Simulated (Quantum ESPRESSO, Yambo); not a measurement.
Levels of theory for the gap of Si2N2O

Si2N2O (space group Cmc2_1, No. 36): one geometry, one set of norm-conserving PBEsol (Quantum ESPRESSO, 84 Ry, without SOC) orbitals, self-energies from Yambo (2×2×2 Γ-centred k mesh, 174 bands and a 7 Ry block in the screening, 174 bands in G with the Bruneval-Gonze terminator, plasmon pole fitted at 27.2 eV).

The geometry is that of Materials Project entry mp-4497, symmetrised and not relaxed again.

```csv
level,gap Γ → Γ (eV),rough Yambo cost
PBEsol (Quantum ESPRESSO),5.02,–
exchange only (Hartree-Fock self-energy on PBEsol orbitals),14.01,about 1/20 (12 states)
static COHSEX@PBEsol,7.91,within a factor of two (2 states)
"G0W0@PBEsol, plasmon pole",6.81,1 (12 states)
```

Bare exchange has no screening and gives the widest gap; static COHSEX screens it but leaves out the frequency dependence, which G0W0 restores.

Costs are rough ratios of core time on shared machines.

Nearest settings tried, and what they do to the gap: 114 bands in G: -11 meV; 114 bands in W, 114 bands in G: +9 meV; 6 Ry block (209 vectors against 261): -54 meV. Not varied: mesh. So the settings aren't converged at that level. The k mesh is coarse.
